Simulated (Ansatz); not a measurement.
Piezoelectric tensor of Al3InSb4

Theory: DFT PBE, scalar-relativistic, plane waves, PAW in Ansatz 0.2.0. Plane waves to 420 eV; Γ-centred k mesh 6×6×6; fixed occupations. No spin polarisation.

Equilibrium structure at this level:
```yaml
crystal:
  lattice:
    - [-3.16110, 3.16110, 6.31680]
    - [3.16110, -3.16110, 6.31680]
    - [3.16110, 3.16110, -6.31680]
  atoms:
    - { symbol: Al, position: [0.50000, 0.50000, 0.00000] }
    - { symbol: Al, position: [0.25000, 0.75000, 0.50000] }
    - { symbol: Al, position: [0.75000, 0.25000, 0.50000] }
    - { symbol: In, position: [0.00000, 0.00000, 0.00000] }
    - { symbol: Sb, position: [0.86843, 0.86843, 0.47805] }
    - { symbol: Sb, position: [0.39038, 0.39038, 0.52195] }
    - { symbol: Sb, position: [0.13157, 0.60962, 0.00000] }
    - { symbol: Sb, position: [0.60962, 0.13157, 0.00000] }
```

It was reached by relaxing an invented guess, and it needn't be the stable form of this composition. Spin–orbit coupling is left out, which matters for heavy elements.

Problem. Give the relaxed-ion proper piezoelectric stress tensor e_iJ (C/m², Voigt columns xx yy zz yz xz xy).

Solution.
```
x    0.000  0.000  0.000 -0.146  0.000  0.000
y    0.000  0.000  0.000  0.000 -0.146  0.000
z    0.000  0.000  0.000  0.000  0.000 -0.158
```
Signs follow the orientation of the cell as given.

Problem. With the elastic constants (GPa, Voigt order)
C11 = 70.6, C12 = 33.7, C13 = 33.7, C22 = 70.6, C23 = 33.7, C33 = 70.3, C44 = 33.5, C55 = 33.5, C66 = 33.6 GPa; the others vanish.
find the strain coefficients d = e·C⁻¹ (pC/N).

Solution.
```
x    0.00  0.00  0.00 -4.37  0.00  0.00
y    0.00  0.00  0.00  0.00 -4.37  0.00
z    0.00  0.00  0.00  0.00  0.00 -4.72
```
